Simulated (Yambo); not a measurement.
G0W0@PBEsol for CsBH₄ (space group F-43m, No. 216) in Yambo (2×2×2 mesh, 7 Ry block, plasmon pole, screening fixed), without a terminator:

```
bands N in G  gap X → X (eV)  shift of the valence edge (eV)
------------  --------------  ------------------------------
88                     8.137                          -1.464
162                    8.247                          -1.753
264                    8.297                          -1.882
```

Extrapolate both columns to infinite N with E(N) = E∞ + A/N, test the form, and compare with the terminator.

From two points, E∞ = (N2 E2 − N1 E1)/(N2 − N1). The two largest N give 8.38 eV for the gap and -2.09 eV for the shift; the two smallest give 8.38 eV and -2.10 eV. For the gap the slopes A are -21 and -21 eV: the 1/N form holds. For the shift the slopes A are 56 and 54 eV: the 1/N form holds. With the Bruneval-Gonze terminator and 264 bands the run gives 8.35 eV and -1.97 eV, 0.03 eV and 0.11 eV from the extrapolated values: the terminator too is an estimate of the remainder. Block, mesh and the bands in W are held fixed.

Geometry of the Materials Project entry, not relaxed at this level; primitive cell a = b = c = 5.184 Å, α = β = γ = 60.00°.

The structure is a Materials Project entry; no match was found in the copy of COD used, and its stability was not checked.

A shift is the quasiparticle energy of the state minus its PBEsol energy.
